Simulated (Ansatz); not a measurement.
# SnGe$_{2}$: vibrational free energy, entropy and heat capacity

Method: DFT PBE, scalar-relativistic, plane waves, PAW in Ansatz. Settings: 420 eV plane-wave cutoff, Γ-centred 12×12×4 mesh, Gaussian smearing of 0.10 eV. No spin polarisation. Phonons by linear response, acoustic sum rule imposed.

Equilibrium structure at this level:
```cif
data_structure
_symmetry_space_group_name_H-M 'P 1'
_symmetry_Int_Tables_number 1
_cell_length_a 4.2923
_cell_length_b 4.2923
_cell_length_c 10.5332
_cell_angle_alpha 90.000
_cell_angle_beta 90.000
_cell_angle_gamma 120.000
_cell_volume 168.07
loop_
_atom_site_label
_atom_site_type_symbol
_atom_site_fract_x
_atom_site_fract_y
_atom_site_fract_z
_atom_site_occupancy
Sn1 Sn 0.00000 0.00000 0.86359 1
Sn2 Sn 0.00000 0.00000 0.13641 1
Ge1 Ge 0.33333 0.66667 0.77340 1
Ge2 Ge 0.66667 0.33333 0.22660 1
Ge3 Ge 0.33333 0.66667 0.53631 1
Ge4 Ge 0.66667 0.33333 0.46369 1
```

The cell was found from a proposed guess, not taken from experiment. In a metal, frequencies and elastic constants depend on the k mesh and the smearing, soft modes and shear constants most. Spin–orbit coupling is left out, which matters for heavy elements. The q mesh is coarse, so values between its points are rough.

Force constants from linear response on a 2×2×1 q mesh, interpolated to a fine mesh.

(1) What is the zero-point energy per atom?

(2) How large are the vibrational entropy and heat capacity at 300 K?

(3) Tabulate them against temperature.

## Answers

(1) 28.0 meV.

(2) S = 4.59 k_B and C_V = 2.85 k_B per atom, 95 % of the Dulong–Petit value.

(3)
```csv
T (K),F_vib (meV/atom),S (k_B/atom),C_V (k_B/atom)
100,21.3,1.81,2.01
200,-2.0,3.47,2.67
300,-37.0,4.59,2.85
400,-80.3,5.42,2.91
500,-129.9,6.07,2.94
600,-184.6,6.61,2.96
700,-243.6,7.07,2.97
800,-306.2,7.46,2.98
900,-372.1,7.82,2.98
1000,-440.8,8.13,2.99
```
